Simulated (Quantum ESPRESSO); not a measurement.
# Kohn-Sham bands of RbCaH3 (cubic perovskite)

```
CELL_PARAMETERS angstrom
      4.52097     0.00000     0.00000
      0.00000     4.52097     0.00000
      0.00000     0.00000     4.52097
ATOMIC_POSITIONS crystal
  Rb 0.00000 0.00000 0.00000
  Ca 0.50000 0.50000 0.50000
  H  0.50000 0.00000 0.50000
  H  0.00000 0.50000 0.50000
  H  0.50000 0.50000 0.00000
```

Materials Project entry mp-23949; symmetrised, unrelaxed at this level. COD (Crystallography Open Database) records the formula in this space group. Ideal cubic forms of this type are often high-temperature phases that distort on cooling; symmetry holds the cell here, and its stability was not tested. Computed values, not measurements, from LDA: Quantum ESPRESSO (norm-conserving PseudoDojo potentials, cutoff 60 Ry, no spin polarisation, no spin-orbit coupling) on a Γ-centred 8×8×8 mesh, then Wannier90. Density: 8×8×8 mesh, cold smearing 0.01 Ry.

Energies are relative to the valence-band maximum; weights are on the orthonormalised atomic waves of the pseudopotential files, averaged over the group. 22 electrons a cell are treated as valence.

### Question
Into which isolated groups do the bands fall, where do they lie and what are they made of?

### Answer
| bands | from (eV) | to (eV) | filling | weight on atomic waves |
|---|---|---|---|---|
| 1 | -38.18 | -38.18 | filled | Ca 3s 98 % |
| 2 | -25.25 | -25.23 | filled | Rb 4s 98 % |
| 3–5 | -19.47 | -19.43 | filled | Ca 3p 99 % |
| 6–8 | -9.52 | -9.27 | filled | Rb 4p 99 % |
| 9–11 | -2.85 | 0.00 | filled | H 1s 80 %, Ca 4s 8 %, Rb 5s 6 % |

The Kohn-Sham gap over both meshes and the path is 2.92 eV.
